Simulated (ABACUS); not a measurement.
A self-consistent single point of GaAs (F-43m, 8 atoms in the cell; from Materials Project mp-2534, changed as shown).

```yaml
crystal:
  lattice:
    - [5.63518, 0.00000, 0.00000]
    - [0.00000, 5.63518, 0.00000]
    - [0.00000, 0.00000, 5.63518]
  atoms:
    - { symbol: Ga, position: [0.00000, 0.00000, 0.00000] }
    - { symbol: Ga, position: [0.00000, 0.50000, 0.50000] }
    - { symbol: Ga, position: [0.50000, 0.00000, 0.50000] }
    - { symbol: Ga, position: [0.50000, 0.50000, 0.00000] }
    - { symbol: As, position: [0.25000, 0.25000, 0.75000] }
    - { symbol: As, position: [0.25000, 0.75000, 0.25000] }
    - { symbol: As, position: [0.75000, 0.25000, 0.25000] }
    - { symbol: As, position: [0.75000, 0.75000, 0.75000] }
```

Method: PBE, numerical atomic orbitals SZP (confined pseudo-atomic orbitals with Gaussian additions; energy shift 0.003 Ry), PseudoDojo 0.5 standard norm-conserving PBE (tails mended) pseudopotentials in ABACUS 3.10.1.

ABACUS settings:

basis: SZP numerical atomic orbitals, energy shift 0.003 Ry
KPT: Gamma 4 4 4 0 0 0
basis_type: lcao
ecutwfc: 100 Ry
smearing_method: fd
smearing_sigma: 0.00734986 Ry
potentials: PseudoDojo 0.5 standard norm-conserving PBE (tails mended)
symmetry: 1
symmetry_prec: 1e-05
ks_solver: genelpa
scf_nmax: 100
scf_thr: 1.0e-07
mixing_type: broyden

**Question.** Estimate, at this level of theory: gap on the k-point mesh and pressure.

**Answer.** The run gave:

- Gap on the k-point mesh = 0.80 eV
- Pressure = 6.91 GPa

The gap is read on the k-point mesh of the run and can differ from the gap over the whole zone at this level.

For comparison: a first run was changed to give this one (lattice scaled by 0.98), and from it to this one the free energy goes up by 39.3 meV/atom, the pressure goes from 2.36 to 6.91 GPa and the gap on the mesh goes from 0.317 to 0.804 eV.

The atom-centred basis is finite, which shifts total energies, pressures and gaps against plane waves. A single-zeta basis is rough, for pressures and forces above all. The structure comes from a collection of computed structures, made at another level of theory; the collection holds predicted forms beside known ones.

Cost on one core: roughly 60 core-seconds.

The atomic orbitals were generated for these runs; they are not ABACUS's published sets and were checked against plane waves on a few crystals only.

“Tails mended”: in these copies of the files the far tail of each local potential was reset to the Coulomb form.
